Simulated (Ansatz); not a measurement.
The elements of this relaxed trial crystal are hidden behind letters.

```
lattice vectors (Å)
   2.7188    0.0000    0.0000
  -1.3594    2.3546    0.0000
   0.0000    0.0000   10.7801
fractional positions
X 0.0000 0.0000 0.7431
X 0.0000 0.0000 0.2569
X 0.0000 0.0000 0.0000
X 0.0000 0.0000 0.5000
Z 0.3333 0.6667 0.9047
Z 0.6667 0.3333 0.0953
```

These are results of Ansatz 0.2.0, DFT PBE, scalar-relativistic, plane waves, PAW, not measurements. Settings of the last relaxation (6-atom cell): 420 eV, 18×18×4 k points, Gaussian smearing of 0.10 eV, no spin polarisation.

| Quantity | Value |
| --- | --- |
| Space group | P-3m1 (No. 164) |
| Conventional cell | a = 2.719 Å, c = 10.780 Å |
| Volume per atom | 11.50 Å³ |
| Density | 3.38 g/cm³ |
| Energy over the elements | +0.28 eV/atom |
| Gap on the 18×18×4 mesh of the 6-atom cell | 0 eV (a metal) |

Energies are uncorrected and count from the elements' standard states at the same level.

Problem. X is a p-block element of period 3 and Z is a p-block element of period 2. Which elements are they?

Solution. X = Si, Z = N, so the formula is Si2N. Density times volume gives a mean mass of 3.38 × 11.50/1.6605 = 23.4 u per atom, and this set has 23.4 u. Si on a site of symmetry 3m has 3 N at 2.34 Å and 8 Si at 2.62–2.77 Å; Si on a site of symmetry -3m is surrounded by 6 N at 1.88 Å and 8 Si at 2.72–2.77 Å; N has 3 Si at 1.88 Å and 3 Si at 2.34 Å; 1 more site not described. Other sets within the hints have nearly the same mass, so mass alone doesn't settle it; this one was computed.

A structure relaxed within its symmetry needn't be a true minimum.
